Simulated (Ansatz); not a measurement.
## SnH, all-electron reference calculation

This is artificial SnH built from the wurtzite structure and then distorted, one atom being moved towards a neighbour.

Level of theory: DFT, PBE, all-electron PAW datasets generated for the cell (no frozen core), scalar-relativistic valence, Dirac core shells, point nucleus in Ansatz 0.2 development build. Occupations are Fermi–Dirac at 0.15 eV on a coarse k-mesh, 3×3×1 Γ-centred; the results hold for that mesh. In metals such a mesh can move stress, forces and moments by their own size. The run is spin-unpolarised. Labels count atoms in the order given.

Extended XYZ with forces in eV/Å (pressure in GPa):

```xyz
4
Lattice="3.5184 -0.0323 -0.0394 -1.7872 3.2387 0.1125 -0.0643 0.1750 5.7115" Properties=species:S:1:pos:R:3:forces:R:3 pbc="T T T" pressure=17.89
Sn    0.7166    5.0055    4.2875   -0.8066    0.9074  -13.7889
Sn    2.6298    4.2141    6.9195    0.0237    0.1503    0.8993
H     0.7972    4.9207    5.6180    0.7793   -0.9133   12.9404
H     2.2930    4.1402    9.3561    0.0036   -0.1444   -0.0509
```

Stress tensor (GPa, compression positive):
```
-3.60 -0.62  0.09
-0.62 -4.05  1.81
 0.09  1.81 61.33
```

## SnH: forces and stress of a distorted cell

Cell: artificial SnH in the rock-salt structure (cell doubled), strained and with atoms displaced, one atom being moved towards a neighbour.

Method: DFT, PBE, all-electron full-potential LAPW, scalar-relativistic, point nucleus (Ansatz). k-points 1×3×3 Γ-centred, Fermi–Dirac smearing of 0.15 eV. The mesh is coarse, so the numbers hold for this sampling and aren't converged over the zone. For a metal, stress, forces and moments on so few k-points can be far from the converged ones. Spin-restricted.

```xyz
4
Lattice="-5.1317 -0.0016 4.9110 0.0045 2.4897 2.4591 -2.6180 2.5382 -0.0530" Properties=species:S:1:pos:R:3 pbc="T T T"
Sn   -2.0313    3.4391    3.4064
H    -4.4099    6.0823    5.7719
Sn   -4.6703    3.4503    5.9330
H    -7.1058    5.9444    9.1920
```

(1) Predict the output of the run.

# SnH, all-electron reference calculation

System: SnH placed on the sites of the wurtzite structure (a generated, not necessarily known, phase), then sheared and rattled.

Method: Ansatz, DFT, PBE, all-electron PAW datasets generated for the cell (no frozen core), scalar-relativistic valence, Dirac core shells, point nucleus. Occupations are Fermi–Dirac at 0.15 eV on a coarse k-mesh, 3×3×1 Γ-centred; the results hold for that mesh. For a metal, stress, forces and moments on so few k-points can be far from the converged ones. The run is spin-unpolarised. Atoms are numbered as listed.

Lattice in Å, fractional positions:
```yaml
crystal:
  lattice:
    - [3.59878, 0.10009, -0.06721]
    - [-1.71271, 3.05807, 0.03627]
    - [-0.10975, 0.00503, 5.99669]
  atoms:
    - { symbol: Sn, position: [0.38034, 0.14022, 0.86140] }
    - { symbol: Sn, position: [0.71702, 0.81392, 0.35357] }
    - { symbol: H, position: [0.39025, 0.16484, 0.23563] }
    - { symbol: H, position: [0.71434, 0.80776, 0.73133] }
```

Forces in eV/Å:
```
Sn1   0.243  0.018 -0.724
Sn2  -0.195  0.013 -0.524
H3    0.036 -0.024  0.633
H4   -0.085 -0.007  0.616
```

Stress (GPa; xx, yy, zz, yz, xz, xy; compression positive): -4.38, -3.59, 12.28, 0.32, -3.36, -1.77.

```json
{"Pressure": "1.44 GPa", "Largest force": "0.764 eV/Å"}
```

Results:

(1) 
```
atom  Fx (eV/Å)  Fy (eV/Å)  Fz (eV/Å)
 Sn1     -0.232     -0.665      3.962
  H2     -0.110      0.257      0.484
 Sn3      0.429      0.378     -0.389
  H4     -0.087      0.030     -4.058
```

Stress tensor (GPa, compression positive):
```
-4.36  5.49  9.41
 5.49 -4.41 -3.56
 9.41 -3.56 15.58
```

* All-electron free energy E − TS (its zero hangs on the relativistic scheme and nucleus): -336217.337 eV
* Pressure: 2.27 GPa
* Largest force: 4.059 eV/Å
